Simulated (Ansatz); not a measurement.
Theory: Ansatz, DFT PBE, scalar-relativistic, plane waves, PAW. All cells share a 420 eV cutoff and Γ-centred k meshes spaced about 0.3 Å⁻¹ or finer (0.25 for metals, 2π included). Collinear spin where magnetic atoms keep a moment.

Relaxed structures of TiPdSe4, with energies over the first row. Coordination counts Se atoms around Pd and Ti (those within 1.25 times the shortest such distance or 1.15 times the sum of covalent radii, 1.27 where that leaves under three).

```
#   form                    sites  V (Å³/atom)  coordination  ΔE (meV/atom)                             moments
1  P-3m1  Ti 1b; Pd 1a; Se 2d, 2d         25.1    Ti 6, Pd 6              0                          no moments
2  P-6m2  Ti 1f; Pd 1e; Se 2h, 2g         21.9    Ti 6, Pd 6            162  ferromagnetic moments up to 0.4 μB
```

A further structure, relaxed alike (no moments):

```
Ti Pd Se
1.0
     6.09949    0.00000    0.00000
     0.00000    3.63475    0.00000
    -0.01463    0.00000    6.61228
Ti Pd Se
1 1 4
Cartesian
  0.0000 0.0000 0.0000
  3.0497 1.8174 0.0000
  2.0745 0.0000 1.4846
  4.0104 0.0000 5.1277
  0.9809 1.8174 5.0785
  5.1040 1.8174 1.5337
```

Question: Place it among the others.

Answer: It falls between rows 1 and 2, 43 meV/atom above row 1, with space group P2/m (No. 10) and 24.4 Å³/atom. Counting Se atoms around Pd and Ti, this cell and row 1 both have Ti 6, Pd 6. Ti has 6 Se at 2.55–2.58 Å; Pd has 6 Se at 2.54–2.56 Å; Se on its first site has 2 Pd at 2.54 Å and 1 Ti at 2.55 Å; Se on its second site is surrounded by 1 Pd at 2.56 Å and 2 Ti at 2.58 Å.

No dispersion correction is applied, so the spacing and binding between layers, chains or molecules are poorly described (P-3m1, P2/m, P-6m2), and this can change margins and order among such cells. Another magnetic order may lie lower. Trial moments fell under 0.15 μB along the way in P-3m1 and P2/m; another start might hold them. Row 1 has imaginary phonons (to 87i cm⁻¹), so it is a saddle point at this level. A kick in its own cell came back all the same. Other cells relaxed within their symmetry can be saddle points.
